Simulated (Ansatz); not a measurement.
**CoW₃: moving W off its site**

CoW₃, Pm-3m, a = 3.858 Å. The structure is a Materials Project entry; whether it is the stable form wasn't checked. Ansatz: PBEsol, PAW, 420 eV, Γ-centred 12×12×12 mesh on 4 atoms, Gaussian smearing 0.15 eV; no spin polarisation.

```
CELL_PARAMETERS angstrom
3.85824 0.00000 0.00000
0.00000 3.85824 0.00000
0.00000 0.00000 3.85824
ATOMIC_POSITIONS crystal
Co 0.00000 0.00000 0.00000
W 0.00000 0.50000 0.50000
W 0.50000 0.00000 0.50000
W 0.50000 0.50000 0.00000
```

Atom 2 (W) moves by x along the unit vector (0.000, 0.000, 1.000), with its periodic images; all else is held. y is the free energy of the cell over the start, F the force along the path summed over the moved atoms. Symmetry makes y even in x.

| x (Å) | y (meV) | F (eV/Å) |
| --- | --- | --- |
| -0.200 | 271.1 | 2.66 |
| -0.120 | 98.8 | 1.63 |
| -0.040 | 11.1 | 0.55 |
| 0.000 | 0.0 | 0.00 |
| 0.060 | ? | ? |
| 0.080 | 44.1 | -1.10 |
| 0.100 | 68.8 | -1.37 |
| 0.140 | 134.1 | -1.90 |
| 0.160 | 174.7 | -2.16 |
| 0.180 | 220.4 | -2.41 |

**Question.** Fit y = c2 x² + c4 x⁴ to the energies of the other rows, give the force constant, and predict energy and force of the missing row.

**Answer.** Least squares on the rows shown. y = 6908.5 x² − 3278.4 x⁴. The force constant is 2 c2 = 13.8 eV/Å² (for all images moving together, not for a lone atom). The force −dy/dx at the missing row is -0.83 eV/Å (computed -0.83). At x = 0.060 the fit asked for gives 24.8 meV. The run gave 24.8 meV, the same to the digits shown.

Spin–orbit coupling is left out, which can shift energies with elements as heavy as these.

Cost: 10 runs of about 4.3 core-minutes in all, on Intel Xeon 6975P-C (Granite Rapids) (shared hosts).